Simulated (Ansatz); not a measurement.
SiO₂ in space group I-42d (No. 122; Pearson symbol tI60), DFT-r²SCAN in the program Ansatz with PAW potentials, all energies at zero smearing, with the estimated change up to a 700 eV cutoff added, with one set of potentials and settings (totals compare only within such a set). Cell of 30 atoms (10 Si, 20 O): -17800.012 eV.

```csv
element,reference phase,E (eV/atom)
Si,"Fd-3m, 2 atoms in the cell",-639.0667
O,"C2/m, 4 atoms in the cell, spin-polarised",-566.0281
```

Formation energy per atom, worked out: (-17800.012 − 10×(-639.0667) − 20×(-566.0281))/30 = -2.959 eV/atom (-286 kJ per mol of atoms), at 0 K, without zero-point energy or fitted corrections.

The start of the workflow was typed in or built on a structure type; the Crystallography Open Database copy checked does not list it. It is not the phase usual at ambient conditions (space group No. 92, 152, 154). The r²SCAN relaxation kept the symmetry of its start; whether a distortion lowers the energy is not shown. The references are the lowest solids computed at this level, not always the standard phases (solids in place of the gases).

Potentials: the later of the program's two PAW sets.
